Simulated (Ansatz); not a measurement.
The cell is kesterite Ag₂MgSnSe₄; cell and atoms were relaxed with r2SCAN. It is tetragonal, I-4 (No. 82); conventional cell a = 6.101 Å, c = 11.783 Å, 27.41 Å³ an atom. Around Ag lie 4 Se at 2.67 Å; around Ag lie 4 Se at 2.65 Å; around Mg lie 4 Se at 2.58 Å; around Sn lie 4 Se at 2.56 Å; around Se lie 1 Sn at 2.56 Å and 1 Mg at 2.58 Å and 2 Ag at 2.65–2.67 Å.

```yaml
crystal:
  lattice:
    - [-3.05048, 3.05048, 5.89169]
    - [3.05048, -3.05048, 5.89169]
    - [3.05048, 3.05048, -5.89169]
  atoms:
    - { symbol: Ag, position: [0.00000, 0.00000, 0.00000] }
    - { symbol: Ag, position: [0.75000, 0.25000, 0.50000] }
    - { symbol: Mg, position: [0.25000, 0.75000, 0.50000] }
    - { symbol: Sn, position: [0.50000, 0.50000, 0.00000] }
    - { symbol: Se, position: [0.13795, 0.62160, 0.01005] }
    - { symbol: Se, position: [0.37840, 0.38845, 0.51635] }
    - { symbol: Se, position: [0.61155, 0.12790, 0.98995] }
    - { symbol: Se, position: [0.87210, 0.86205, 0.48365] }
```

4 runs of Ansatz 0.2.0 on this cell differ in the functional (and in the settings that go with it). Levels are in eV from each run's valence top; v1 is the last filled band, c1 the first empty one.

Run A, mean stress +1.5 GPa (compression positive):
```tsv
point	v5	v3	v1	c1	c2	c3
Γ	-1.60	-0.17	0.00	0.36	2.43	3.28
X	-1.13	-0.61	-0.34	1.05	2.83	2.95
P	-1.21	-0.70	-0.49	1.31	2.77	3.37
N	-1.47	-1.04	-0.36	1.84	3.39	3.40
```

Run B, mean stress +0.1 GPa (compression positive):
```tsv
point	v5	v3	v1	c1	c2	c3
Γ	-1.78	-0.17	0.00	1.91	3.95	5.01
X	-1.26	-0.71	-0.41	2.62	4.55	4.71
P	-1.35	-0.80	-0.56	2.85	4.52	5.16
N	-1.60	-1.16	-0.42	3.50	5.04	5.09
```

Run C, mean stress +0.2 GPa (compression positive):
```tsv
point	v5	v3	v1	c1	c2	c3
Γ	-1.74	-0.16	0.00	1.30	3.29	4.32
X	-1.22	-0.69	-0.39	1.95	3.88	4.02
P	-1.31	-0.78	-0.54	2.18	3.84	4.47
N	-1.57	-1.13	-0.40	2.80	4.36	4.40
```

Run D, mean stress 0.0 GPa (compression positive):
```tsv
point	v5	v3	v1	c1	c2	c3
Γ	-1.63	-0.17	0.00	0.76	2.74	3.68
X	-1.15	-0.62	-0.35	1.35	3.33	3.38
P	-1.20	-0.71	-0.48	1.58	3.22	3.84
N	-1.47	-1.04	-0.35	2.14	3.77	3.81
```

Problem. Match the runs to PBE, r2SCAN, HSE06, PBE0.

Solution. A is PBE, B is PBE0, C is HSE06, D is r2SCAN. In order of the gap: PBE 0.36, r2SCAN 0.76, HSE06 1.30, PBE0 1.91 eV.

The calculation is spin-unpolarised, and the structure need not be a phase that has been made.

Spin-orbit coupling is left out, which matters wherever the heavy atoms make up the band edges.

The stress of a hybrid is loosely converged in these runs.
